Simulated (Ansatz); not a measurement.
CuI:
```
CuI
1.0
    0.00000     3.03948     3.03948
    3.03948     0.00000     3.03948
    3.03948     3.03948     0.00000
Cu I
1 1
Direct
  0.75000   0.75000   0.75000
  0.00000   0.00000   0.00000
```

Cartesian axes are those of the cell as given.

**Question.** Give the high-frequency dielectric tensor and the Born effective charge tensors of the independent atoms from DFPT, plane-wave PAW PBE (Ansatz code).

**Answer.** 
ε∞:
```
6.37  0.00  0.00
0.00  6.37  0.00
0.00  0.00  6.37
```
Z* of atom 1 (Cu), rows: field, columns: displacement, in e:
```
1.11  0.00  0.00
0.00  1.11  0.00
0.00  0.00  1.11
```
Z* of atom 2 (I), rows: field, columns: displacement, in e:
```
-1.11   0.00   0.00
 0.00  -1.11   0.00
 0.00   0.00  -1.11
```

Static charges for comparison (Bader): Cu1 +0.31, I2 -0.31 e. Born charges measure polarisation by displacement and can exceed these by far.

Space group F-43m (zinc blende). Symmetry was held in the PBE relaxation. No spin polarisation was allowed. Scalar-relativistic: spin–orbit coupling is off unless named, which matters more the heavier the elements.

Potentials: the later of the program's two PAW sets.
